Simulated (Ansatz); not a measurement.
What is wrong with this input? (Ti$_{5}$Si)

The input below was meant for crystalline Ti$_{5}$Si, with PBE, plane waves and PAW in Ansatz.

```yaml
crystal:
  lattice:
    - [2.5228393509, 1.4565619783, 4.4409048145]
    - [-2.5228393509, 1.4565619783, 4.4409048145]
    - [0.0, -2.9131239567, 4.4409048145]
  atoms:
    - { symbol: Ti, position: [0.15143967, 0.15143967, 0.15143967] }
    - { symbol: Ti, position: [0.60535, 0.39465, 0.0] }
    - { symbol: Ti, position: [0.0, 0.60535, 0.39465] }
    - { symbol: Ti, position: [0.84856033, 0.84856033, 0.84856033] }
    - { symbol: Ti, position: [0.39465, 0.0, 0.60535] }
    - { symbol: Si, position: [0.5, 0.5, 0.5] }
basis:
  ecutwfc: 420
kpoints:
  mp_grid: { grid: [12, 12, 12] }
hamiltonian:
  xc: pbe
scf:
  occupations: { method: gaussian, width: 0.1 }
  n_extra_bands: 0
output:
  forces: true
  stress: true
  eigenvalues: true
```

Command:

```bash
ansatz run input.yaml --threads 1 --pin off --max-ram 2560MiB --backend cpu --events-out ev --progress --plain --runs-dir out
```

Output, shortened:

```text
Error: inconsistent input (scf.n_extra_bands, scf.occupations.method): n_bands = 32 leaves no empty band above the 32 bands per channel that the deck's 64 electrons occupy, and the occupations search for the Fermi level (a smearing at a finite width, or tetrahedra): a level found among occupied bands alone can fill a metal as an insulator …
```

Task: What is the cause?
A. An unconverged density accepted at the iteration limit
B. A cutoff meant in rydberg typed as eV
C. No empty bands beside a smearing
D. Fixed occupations on a metal
E. Plain mixing at a large step in a long cell

Result: C. A smearing spreads electrons over states above the Fermi level, and these must be among the bands solved. The cure is more bands.

Fix:

```diff
 scf:
-  n_extra_bands: 0
```

The mended run converges, with a pressure of 0.02 GPa, a largest force of 0.027 eV/Å.

Time of the mended run: 74 s on 1 thread of Intel(R) Xeon(R) Platinum 8259CL CPU @ 2.50GHz (Skylake/Cascade Lake), with other jobs on the host, peak memory 0.79 GiB.